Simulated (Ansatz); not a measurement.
### Question
Each is relaxed and computed with the program Ansatz at the PBEsol level (PAW). Which alone has a direct gap?
(A) BeS, zinc blende
(B) AlN, zinc blende
(C) CdTe, zinc blende
(D) BeTe, zinc blende

### Answer
C, CdTe, zinc blende. CdTe: gap 0.65 eV (direct); BeTe: gap 1.84 eV (indirect); BeS: gap 2.91 eV (indirect); AlN: gap 3.19 eV (indirect). All cells were relaxed under the symmetry of their starts (and spin orders); stability against distortions was not tested throughout. Scalar-relativistic: spin–orbit coupling is off unless named, which matters more the heavier the elements.

Potentials: the earlier of the program's two PAW sets. The files were generated under PBE; for other functionals the program regenerates the frozen cores, and for LDA and PBEsol the local potential too.
